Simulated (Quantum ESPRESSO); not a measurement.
## Si3NF2O3 (input and log of a self-consistent run)

Computed values, not a measurement. The program is pw.x of Quantum ESPRESSO 7.5 (plane-wave density functional theory). The cell is made up: 9 atoms on a quartz lattice, with randomly drawn elements, strain and displacements, not relaxed. PseudoDojo standard norm-conserving files (v0.5 for PBE, v0.4.1 for LDA and PBEsol) set the functional; there is no spin polarisation, spin-orbit coupling or dispersion term, and the masses in the input are unused placeholders. A spin-polarised start on this cell or one of its family kept no moment above 0.05 Bohr magneton at the same smearing; a narrower smearing was not tried.

Input:

```
&control calculation='scf', pseudo_dir='./dojo.nc.sr.pbe.v0_5.standard.upf', outdir='./o', disk_io='medium', tprnfor=.true., tstress=.true. /
&system ibrav=0, nat=9, ntyp=4, nbnd=35, ecutwfc=84.00895049, nosym=.true., tot_charge=0,
 occupations='smearing', smearing='fd', degauss=0.0073498644
/
&electrons conv_thr=7.350e-09, electron_maxstep=60, /
ATOMIC_SPECIES
F 1.0 F.upf
N 1.0 N.upf
O 1.0 O.upf
Si 1.0 Si.upf
CELL_PARAMETERS angstrom
5.0188 0.0 0.0
-2.5094 4.3464 0.0
0.0 0.0 5.5087
ATOMIC_POSITIONS angstrom
Si 2.3878 -0.0371 3.5624
Si -1.099 2.0681 1.8181
Si 1.3511 2.3375 0.0787
N 1.4377 1.2643 4.348
F 3.3514 0.6702 2.3292
O 2.7737 2.62 0.6054
F 0.2285 1.7107 1.0652
O -1.0885 3.1956 3.0851
O 0.7777 3.665 4.8544
K_POINTS automatic
7 7 6 1 1 1
```

The log is shortened where brackets say so; the opening notice, blank lines, dates and the lines on written files are dropped, and the path of the files is cut. It prints rydbergs, bohrs and kilobars, and counts compression as positive stress.

```
     Program PWSCF v.7.5
     Parallel version (MPI & OpenMP), running on       1 processor cores
     Number of MPI processes:                 1
     Threads/MPI process:                     1
     [start-up lines left out]
     bravais-lattice index     =            0
     lattice parameter (alat)  =       9.4842  a.u.
     unit-cell volume          =     810.9149 (a.u.)^3
     number of atoms/cell      =            9
     number of atomic types    =            4
     number of electrons       =        49.00
     number of Kohn-Sham states=           35
     kinetic-energy cutoff     =      84.0090  Ry
     charge density cutoff     =     336.0358  Ry
     scf convergence threshold =      7.3E-09
     mixing beta               =       0.7000
     number of iterations used =            8  plain     mixing
     Exchange-correlation= PBE
                           (   1   4   3   4   0   0   0)
     [axes and pseudopotential details left out]
   Cartesian axes
     site n.     atom                  positions (alat units)
         1        Si     tau(   1) = (   0.4757711  -0.0073922   0.7098111  )
         2        Si     tau(   2) = (  -0.2189766   0.4120706   0.3622579  )
         3        Si     tau(   3) = (   0.2692078   0.4657488   0.0156810  )
         4        N      tau(   4) = (   0.2864629   0.2519128   0.8663426  )
         5        F      tau(   5) = (   0.6677692   0.1335379   0.4640950  )
         6        O      tau(   6) = (   0.5526620   0.5220371   0.1206264  )
         7        F      tau(   7) = (   0.0455288   0.3408584   0.2122420  )
         8        O      tau(   8) = (  -0.2168845   0.6367259   0.6147087  )
         9        O      tau(   9) = (   0.1549574   0.7302542   0.9672432  )
     number of k points=   147  Fermi-Dirac smearing, width (Ry)=  0.0073
     Number of k-points >= 100: set verbosity='high' to print them.
     Dense  grid:    84325 G-vectors     FFT dimensions: (  60,  60,  64)
     Estimated max dynamical RAM per process >     113.37 MB
     Initial potential from superposition of free atoms
     starting charge      48.9981, renormalised to      49.0000
     Starting wfcs are   36 randomized atomic wfcs
     total cpu time spent up to now is       43.7 secs
     per-process dynamical memory:    71.9 Mb
     Self-consistent Calculation
     iteration #  1     ecut=    84.01 Ry     beta= 0.70
     Davidson diagonalization with overlap
     ethr =  1.00E-02,  avg # of iterations =  4.0
     total cpu time spent up to now is      193.7 secs
     total energy              =    -242.86912689 Ry
     estimated scf accuracy    <       2.74963580 Ry
     iteration #  2     ecut=    84.01 Ry     beta= 0.70
     Davidson diagonalization with overlap
     ethr =  5.61E-03,  avg # of iterations =  3.9
     total cpu time spent up to now is      306.6 secs
     total energy              =    -242.57762405 Ry
     estimated scf accuracy    <       6.22701171 Ry
     iteration #  3     ecut=    84.01 Ry     beta= 0.70
     Davidson diagonalization with overlap
     ethr =  5.61E-03,  avg # of iterations =  2.8
     total cpu time spent up to now is      394.2 secs
     total energy              =    -244.08650378 Ry
     estimated scf accuracy    <       0.54705168 Ry
     iteration #  4     ecut=    84.01 Ry     beta= 0.70
     Davidson diagonalization with overlap
     ethr =  1.12E-03,  avg # of iterations =  1.7
     total cpu time spent up to now is      495.5 secs
     total energy              =    -244.09930819 Ry
     estimated scf accuracy    <       0.12137226 Ry
     iteration #  5     ecut=    84.01 Ry     beta= 0.70
     Davidson diagonalization with overlap
     ethr =  2.48E-04,  avg # of iterations =  2.6
     total cpu time spent up to now is      581.6 secs
     total energy              =    -244.10280097 Ry
     estimated scf accuracy    <       0.01982930 Ry
     [iterations 6 to 8 left out]
     iteration #  9     ecut=    84.01 Ry     beta= 0.70
     Davidson diagonalization with overlap
     ethr =  3.85E-08,  avg # of iterations =  2.4
     total cpu time spent up to now is     1028.2 secs
     total energy              =    -244.10734614 Ry
     estimated scf accuracy    <       0.00000668 Ry
     iteration # 10     ecut=    84.01 Ry     beta= 0.70
     Davidson diagonalization with overlap
     ethr =  1.36E-08,  avg # of iterations =  1.9
     total cpu time spent up to now is     1104.7 secs
     total energy              =    -244.10734659 Ry
     estimated scf accuracy    <       0.00000093 Ry
     iteration # 11     ecut=    84.01 Ry     beta= 0.70
     Davidson diagonalization with overlap
     ethr =  1.89E-09,  avg # of iterations =  2.0
     total cpu time spent up to now is     1182.8 secs
     total energy              =    -244.10734681 Ry
     estimated scf accuracy    <       0.00000004 Ry
     iteration # 12     ecut=    84.01 Ry     beta= 0.70
     Davidson diagonalization with overlap
     ethr =  7.23E-11,  avg # of iterations =  3.1
     total cpu time spent up to now is     1260.7 secs
     total energy              =    -244.10734682 Ry
     estimated scf accuracy    <          7.6E-09 Ry
     iteration # 13     ecut=    84.01 Ry     beta= 0.70
     Davidson diagonalization with overlap
     ethr =  1.54E-11,  avg # of iterations =  2.0
     total cpu time spent up to now is     1324.4 secs
     End of self-consistent calculation
     Number of k-points >= 100: set verbosity='high' to print the bands.
     the Fermi energy is     7.4235 ev
!    total energy              =    -244.10734682 Ry
     estimated scf accuracy    <          8.5E-10 Ry
     smearing contrib. (-TS)   =      -0.00436318 Ry
     internal energy E=F+TS    =    -244.10298364 Ry
     The total energy is F=E-TS. E is the sum of the following terms:
     one-electron contribution =    -125.41603674 Ry
     hartree contribution      =      87.89486353 Ry
     xc contribution           =     -63.40926141 Ry
     ewald contribution        =    -143.17254902 Ry
     convergence has been achieved in  13 iterations
     Forces acting on atoms (cartesian axes, Ry/au):
     atom    1 type  4   force =    -0.07460321    0.14002926    0.33554778
     atom    2 type  4   force =    -0.18434423    0.26703699    0.03249172
     atom    3 type  4   force =     0.05062398    0.00814929   -0.31136243
     atom    4 type  2   force =     0.05751667   -0.13007883   -0.10422120
     atom    5 type  1   force =     0.00947671   -0.09908302   -0.01781774
     atom    6 type  3   force =     0.20056065    0.00468466    0.18406674
     atom    7 type  1   force =     0.04559865   -0.10519616    0.01622248
     atom    8 type  3   force =    -0.08265224   -0.14481233   -0.12631475
     atom    9 type  3   force =    -0.02217698    0.05927014   -0.00861259
     Total force =     0.721371     Total SCF correction =     0.000042
     Computing stress (Cartesian axis) and pressure
          total   stress  (Ry/bohr**3)                   (kbar)     P=      130.94
   0.00152232   0.00095179  -0.00056438          223.94      140.01      -83.02
   0.00095179   0.00092778  -0.00024330          140.01      136.48      -35.79
  -0.00056438  -0.00024330   0.00022031          -83.02      -35.79       32.41
     init_run     :     40.87s CPU     43.58s WALL (       1 calls)
     electrons    :   1228.31s CPU   1280.63s WALL (       1 calls)
     forces       :     12.92s CPU     13.04s WALL (       1 calls)
     stress       :     54.06s CPU     54.22s WALL (       1 calls)
     [timing details left out]
     PWSCF        :  22m16.62s CPU  23m12.38s WALL
     JOB DONE.
```

In other units: free energy -3321.250 eV for the cell, pressure 13.09 GPa, largest force component 8.627 eV/Å. A rerun of a related cell, with the same atoms placed differently, at a cutoff of 1437 eV and k mesh 9 x 9 x 8 moved values by no more than 0.003 eV in energy, 0.02 GPa in stress and 0.002 eV/Å in force.